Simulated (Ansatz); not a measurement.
Values for one crystal, relaxed and computed with PBE (plane waves, PAW; program Ansatz); other levels are named.

| Property | Result |
|---|---|
| Volume per atom | 14.68 Å³ |
| Electronic character | metallic (no gap) |
| Density of states at the Fermi level | 1.4 states/eV per atom (mean over ±0.08 eV) |
| Formation energy from the elements (no fitted shifts) | 0.18 eV/atom |

Q: Which compound is it?
(A) Al2Au, MoSi2 or CaC2 type
(B) NiAu, R-3m (Au on 3a, Ni on 3b)
(C) Al2Au, fluorite or antifluorite type
(D) AlNi, CsCl type

A: B, NiAu, R-3m (Au on 3a, Ni on 3b)

The start of the workflow was typed in or built on a structure type; neither database checked (COD, Materials Project) lists it. Whether it is the stable phase at ambient conditions was not checked. Symmetry was held in the PBE relaxation; whether a distortion lowers the energy is not shown. The final state is ferromagnetic, the only order run, not a proven ground state. The cell computed holds one magnetic atom, so no antiferromagnetic order was within reach. Its formation energy is positive at this level, so the cell may be metastable or incomplete. The references are the lowest solids computed at this level, not always the standard phases. Spin–orbit coupling is left out wherever it is not named.

Potentials: the earlier of the program's two PAW sets.
